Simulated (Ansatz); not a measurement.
Relaxed-ion elastic tensor of YSi (CsCl type, space group No. 221) in GPa (Voigt order), plane-wave PAW PBE (Ansatz code); density 4.39 g/cm³, 22.14 Å³ per atom.

```
 12.2    105    105    0.0    0.0    0.0
  105   12.2    105    0.0    0.0    0.0
  105    105   12.2    0.0    0.0    0.0
  0.0    0.0    0.0  -32.4    0.0    0.0
  0.0    0.0    0.0    0.0  -32.4    0.0
  0.0    0.0    0.0    0.0    0.0  -32.4
```

Question: Is the crystal mechanically stable?

Answer: No: the smallest eigenvalue of C is -92.6 GPa.

Space group Pm-3m (CsCl type). The cell is a constructed one: a structure type filled with these elements; neither database checked (COD, Materials Project) lists it. Its standing as an ambient phase is unchecked. Symmetry was held in the PBE relaxation. At this level the phase is mechanically unstable. No spin polarisation was allowed. As this level gives no gap, shear constants depend on the k-mesh and smearing (Fermi–Dirac, 0.1 eV here).

Potentials: the later of the program's two PAW sets.
